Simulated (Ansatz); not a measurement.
C:
```
C
1.0
    9.05290     0.00000     0.00000
    0.00000     2.51597     0.00000
    0.00000     0.00000     4.14083
C
16
Direct
  0.81049   0.25000   0.69986
  0.47938   0.25000   0.90840
  0.69498   0.25000   0.42538
  0.03657   0.25000   0.93137
  0.68951   0.75000   0.19986
  0.02062   0.75000   0.40840
  0.80502   0.75000   0.92538
  0.46343   0.75000   0.43137
  0.18951   0.75000   0.30014
  0.52062   0.75000   0.09160
  0.30502   0.75000   0.57462
  0.96343   0.75000   0.06863
  0.31049   0.25000   0.80014
  0.97938   0.25000   0.59160
  0.19498   0.25000   0.07462
  0.53657   0.25000   0.56863
```

Relaxed with r²SCAN. Independent-particle spectrum: no excitons, no local fields, no scissors shift; 0.1 eV broadening; ε₁ of the summed bands alone.

Q: Tabulate the dielectric function from r²SCAN in the plane-wave PAW code Ansatz.

A: 

```
E (eV)  ε₁ xx  ε₂ xx  ε₁ yy  ε₂ yy  ε₁ zz  ε₂ zz
------  -----  -----  -----  -----  -----  -----
0.0      5.57   0.00   5.42   0.00   5.46   0.00
0.5      5.58   0.00   5.43   0.00   5.47   0.00
1.0      5.62   0.00   5.46   0.00   5.50   0.00
1.5      5.67   0.00   5.51   0.00   5.54   0.00
2.0      5.75   0.00   5.58   0.00   5.62   0.00
2.5      5.86   0.00   5.68   0.00   5.71   0.00
3.0      6.00   0.00   5.80   0.00   5.84   0.00
3.5      6.18   0.00   5.96   0.00   6.00   0.00
4.0      6.42   0.00   6.16   0.00   6.20   0.00
4.5      6.73   0.00   6.42   0.00   6.46   0.00
5.0      7.17   0.00   6.78   0.00   6.82   0.00
5.5      7.85   0.17   7.22   0.05   7.31   0.06
6.0      8.78   0.58   7.98   0.12   8.09   0.26
6.5      9.41   1.61   9.09   0.96   8.67   0.95
7.0      9.44   2.49   9.14   1.93   9.27   1.50
7.5      9.73   3.29   9.65   2.41  10.01   2.40
8.0     10.42   4.42  10.25   3.61  10.83   4.05
8.5     10.69   6.07  10.51   4.96   9.89   5.72
9.0      9.94   8.77  10.43   7.16   9.41   6.81
9.5      9.36   9.69   8.93   8.61   9.41   8.62
10.0     6.26  11.71   8.04   9.05   7.44   8.95
10.5     5.05  10.74   7.92  11.24   7.52  10.35
11.0     3.61  12.04   4.84  13.06   6.07  11.41
11.5     0.11  11.82   1.06  12.88   2.69  13.67
12.0    -0.60  10.89   0.25  12.11   0.23  12.04
```

Q: From ε at 6.0 eV (xx: 8.78 + 0.58i), find n, k, the normal reflectivity and the absorption coefficient.

A: n = 2.96, k = 0.098, R = 25 %, α = 2kE/ħc = 60000 cm⁻¹.

With all bands, ε∞ without local fields is 5.78 (xx), 5.61 (yy), 5.64 (zz).

Space group Pnma. The start of the workflow was typed in or built on a structure type; neither database checked (COD, Materials Project) lists it. It is not the phase usual at ambient conditions (space group No. 194, 227). The cell was relaxed with r²SCAN under the symmetry of its start; its stability against distortions is not shown here.

Potentials: the later of the program's two PAW sets.
